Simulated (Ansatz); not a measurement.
Ansatz input file:

```yaml
crystal:
  lattice:
    - [2.5217134727, 0.0, 0.0]
    - [-1.2608567363, 2.1838679284, 0.0]
    - [0.0, 0.0, 16.5532551391]
  atoms:
    - { symbol: C, position: [0.0, 0.0, 0.0467068132] }
    - { symbol: C, position: [0.0, 0.0, 0.5467068132] }
    - { symbol: C, position: [0.0, 0.0, 0.4532931868] }
    - { symbol: C, position: [0.0, 0.0, 0.9532931868] }
    - { symbol: C, position: [0.3333333333, 0.6666666667, 0.0778770114] }
    - { symbol: C, position: [0.6666666667, 0.3333333333, 0.5778770114] }
    - { symbol: C, position: [0.3333333333, 0.6666666667, 0.4221229886] }
    - { symbol: C, position: [0.6666666667, 0.3333333333, 0.9221229886] }
    - { symbol: C, position: [0.3333333333, 0.6666666667, 0.1712319725] }
    - { symbol: C, position: [0.6666666667, 0.3333333333, 0.6712319725] }
    - { symbol: C, position: [0.3333333333, 0.6666666667, 0.3287680275] }
    - { symbol: C, position: [0.6666666667, 0.3333333333, 0.8287680275] }
    - { symbol: C, position: [0.3333333333, 0.6666666667, 0.7974130762] }
    - { symbol: C, position: [0.6666666667, 0.3333333333, 0.2974130762] }
    - { symbol: C, position: [0.3333333333, 0.6666666667, 0.7025869238] }
    - { symbol: C, position: [0.6666666667, 0.3333333333, 0.2025869238] }
basis:
  ecutwfc: 420
kpoints:
  mp_grid: { grid: [12, 12, 2] }
  band_path:
    path:
      - [[0.0, 0.0, 0.0], [0.5, 0.0, 0.0], [0.33333333, 0.33333333, 0.0], [0.0, 0.0, 0.0], [0.0, 0.0, 0.5], [0.5, 0.0, 0.5], [0.33333333, 0.33333333, 0.5], [0.0, 0.0, 0.5]]
      - [[0.5, 0.0, 0.5], [0.5, 0.0, 0.0]]
      - [[0.33333333, 0.33333333, 0.5], [0.33333333, 0.33333333, 0.0]]
    npoints: 10
hamiltonian:
  xc: pbe
scf:
  occupations: { method: gaussian, width: 0.02 }
  n_extra_bands: 40
output:
  forces: true
  stress: true
  eigenvalues: true
  populations: true
  dos: { projected: true, de: 0.02, nscf_kmesh: { grid: [18, 18, 3] } }
  bader: false
  write_density: true
  write_potential: true
  elf: true
  volumetric_format: npy
```

Launched with
```bash
ansatz run input.yaml --threads 4 --pin off --max-ram 10240MiB --backend cpu --events-out ev --progress --plain --runs-dir out
```

All numbers below come from DFT PBE, scalar-relativistic, plane waves, PAW in Ansatz 0.2.0.

Abridged output (iterations and final results):

```
SCF iter   1: F=—  HF=-4012.856253 eV  |F-HF|=—  |Δ(HF+E_count)|=         —  Δρ=2.86e-3  dr2=4.80e-3  ethr=1.77e-3  ⟨swp⟩=5.4  Hψ=11841  notcnv=0  defer=195
SCF iter   2: F=—  HF=-4012.855596 eV  |F-HF|=—  |Δ(HF+E_count)|=   6.57e-4  Δρ=1.29e-3  dr2=1.10e-3  ethr=7.49e-6  ⟨swp⟩=2.3  Hψ=4001  notcnv=0  defer=1138
SCF iter   3: F=—  HF=-4012.855805 eV  |F-HF|=—  |Δ(HF+E_count)|=   2.09e-4  Δρ=2.63e-4  dr2=1.18e-4  ethr=1.72e-6  ⟨swp⟩=2.4  Hψ=2472  notcnv=0  defer=1138
SCF iter   4: F=—  HF=-4012.855797 eV  |F-HF|=—  |Δ(HF+E_count)|=   8.36e-6  Δρ=9.29e-5  dr2=1.21e-5  ethr=1.84e-7  ⟨swp⟩=2.2  Hψ=2309  notcnv=0  defer=1138
SCF iter   5: F=—  HF=-4012.855836 eV  |F-HF|=—  |Δ(HF+E_count)|=   3.91e-5  Δρ=1.20e-5  dr2=1.67e-7  ethr=1.88e-8  ⟨swp⟩=2.4  Hψ=2260  notcnv=0  defer=1138
SCF iter   6: F=-4012.855836 eV  HF=-4012.855836 eV  |F-HF|=1.09e-9  |Δ(HF+E_count)|=   5.63e-9  Δρ=3.49e-6  dr2=6.04e-9  ethr=1.56e-10  ⟨swp⟩=15.7  Hψ=18822  notcnv=0
SCF 1 converged in 6 iterations: F = -4012.855836 eV  dr2 = 6.04e-9
SCF converged after 6 iterations
Free energy (F): -4012.855836 eV
Harris-Foulkes:  -4012.855836 eV  (|F-HF|=1.09e-9)
Internal energy: -4012.855836 eV  (E = F + TS)
E sigma→0 (E₀):  -4012.855836 eV
Fermi energy:    15.501955 eV
--- Per-component energies (eV) ---
  E_band       = 274.114999
  E_kinetic    = 1473.721400
  E_local      = -983.946013  (includes V_loc(G=0)·N_el)
  E_nonlocal   = 426.189173
  E_hartree    = 215.661067
  E_xc         = -778.850306
  E_vxc        = -966.871210  (∫ρ·V_xc dr)
  E_paw        = -1587.302964  (= ΣΔE_a)
  E_vpaw       = -106.299999  (= ΣTr[D̂ρ^β])
  E_aug_tail   = 0.000141  (compensation charges beyond the density's cutoff)
  E_ewald      = -2778.328334
  E_smearing   =  0.000000  (= −TS)
--- Forces (eV/Å), atoms counted from 1 ---
  atom   1  C      0.00000000     0.00000000     0.00003938
  atom   2  C      0.00000000     0.00000000     0.00003938
  atom   3  C      0.00000000     0.00000000    -0.00003938
  atom   4  C      0.00000000     0.00000000    -0.00003938
  atom   5  C      0.00000000     0.00000000    -0.00009015
  atom   6  C      0.00000000     0.00000000    -0.00009015
  atom   7  C      0.00000000     0.00000000     0.00009015
  atom   8  C      0.00000000     0.00000000     0.00009015
  atom   9  C      0.00000000     0.00000000     0.00037800
  atom  10  C      0.00000000     0.00000000     0.00037800
  atom  11  C      0.00000000     0.00000000    -0.00037800
  atom  12  C      0.00000000     0.00000000    -0.00037800
  atom  13  C      0.00000000     0.00000000     0.00024045
  atom  14  C      0.00000000     0.00000000     0.00024045
  atom  15  C      0.00000000     0.00000000    -0.00024045
  atom  16  C      0.00000000     0.00000000    -0.00024045
--- Stress (GPa, compression-positive) ---
        0.002161       0.000000       0.000000
        0.000000       0.002161       0.000000
        0.000000       0.000000       0.002936
  P = ⅓ Tr σ = 0.0024 GPa (0.024 kbar)
--- Band table (eV; the first three rows and the last of 38) ---
  k-point 0: bands = ["-8.1915", "-7.7929", "-7.7327", "-6.5181", "-6.4648", "-4.4687", "-4.4258", "-2.4923", "-0.0996", "2.5334", "2.5898", "6.5993", "6.6473", "10.4376", "10.4376", "10.7086", "10.7086", "10.7408", "10.7408", "10.7822", "10.7912", "11.5121", "11.5121", "11.5629", "11.5629", "12.6057", "12.6057", "12.6934", "12.6934", "13.1893", "13.3011", "13.3011", "18.7274", "18.7274", "18.8242", "19.4131", "19.4131", "19.6890", "19.6890", "19.9818", "20.1624", "20.7492", "20.7492", "21.0763", "21.1033", "21.1033", "21.4484", "21.5282", "21.5282", "21.5975", "21.9490", "21.9670", "22.0490", "22.0490", "22.0613", "22.0613", "26.5719", "26.8611", "27.0283", "27.7990", "28.0675", "28.6391",  ...
  k-point 1: bands = ["-8.0847", "-8.0847", "-7.2298", "-7.2298", "-5.5559", "-5.5559", "-3.2488", "-3.2488", "0.8348", "0.8348", "4.5308", "4.5308", "8.7520", "8.7520", "10.5098", "10.5098", "10.5098", "10.5098", "11.0731", "11.0731", "11.0731", "11.0731", "12.0842", "12.0842", "12.0842", "12.0842", "12.4612", "12.4612", "13.1136", "13.1136", "13.1136", "13.1136", "18.9563", "18.9563", "18.9563", "18.9563", "19.2550", "19.2550", "20.2625", "20.2625", "20.2625", "20.2625", "20.7587", "20.7587", "21.3888", "21.3888", "21.3888", "21.3888", "21.5461", "21.5461", "21.9579", "21.9579", "22.0543", "22.0543", "22.0543", "22.0543", "26.6602", "26.6602", "27.3880", "27.3880", "28.4319", "28.4319", "2 ...
  k-point 2: bands = ["-8.0207", "-7.6226", "-7.5627", "-6.3501", "-6.2972", "-4.3060", "-4.2638", "-2.3406", "0.0576", "2.6684", "2.7247", "6.6812", "6.7297", "9.5753", "9.8728", "9.8964", "10.0528", "10.3605", "10.3653", "10.6261", "10.6573", "10.8344", "10.8377", "11.2184", "11.2426", "11.8559", "11.9862", "12.3590", "12.4178", "12.5911", "12.9400", "13.0443", "18.7667", "19.0559", "19.1089", "19.3725", "19.5357", "19.8276", "20.0454", "20.4266", "20.6618", "20.7664", "20.9161", "21.2268", "21.4690", "21.5193", "21.6249", "21.8199", "21.9714", "22.1893", "22.2017", "22.3799", "22.5625", "22.6007", "22.6616", "22.7839", "26.6839", "26.7284", "27.0048", "27.2067", "27.7564", "28.2347", "29. ...
  k-point 37: bands = ["-0.9850", "-0.9850", "-0.7346", "-0.7346", "-0.6382", "-0.6382", "-0.4804", "-0.4804", "1.4034", "1.4034", "1.8053", "1.8053", "2.0111", "2.0111", "2.6344", "2.6344", "3.5618", "3.5618", "4.5145", "4.5145", "4.8273", "4.8273", "5.4170", "5.4170", "7.3277", "7.3277", "7.8397", "7.8397", "8.0300", "8.0300", "8.7979", "8.7979", "19.0040", "19.0040", "19.7178", "19.7178", "21.2205", "21.2205", "22.3852", "22.3852", "22.8453", "22.8453", "25.2314", "25.2314", "25.2532", "25.2532", "25.8091", "25.8091", "26.1940", "26.1940", "26.8327", "26.8327", "26.9088", "26.9088", "27.0035", "27.0035", "27.4190", "27.4190", "27.6329", "27.6329", "27.7422", "27.7422", "28.6749", "28.6749 ...
--- Löwdin populations: 16 sites ---
  site symbol q [e]
     0      C      3.9858
     1      C      3.9858
     2      C      3.9858
     3      C      3.9858
     4      C      3.9856
     5      C      3.9856
     6      C      3.9856
     7      C      3.9856
     8      C      3.9813
     9      C      3.9813
    10      C      3.9813
    11      C      3.9813
    12      C      3.9911
    13      C      3.9911
    14      C      3.9911
    15      C      3.9911
  spilling = 0.003508 (of n_electrons = 64.000000)
```

The run converged.

It took 26 s on 4 threads of Intel(R) Xeon(R) Processor @ 2.50GHz (Skylake/Cascade Lake), with other jobs on the host, peak memory 0.69 GiB.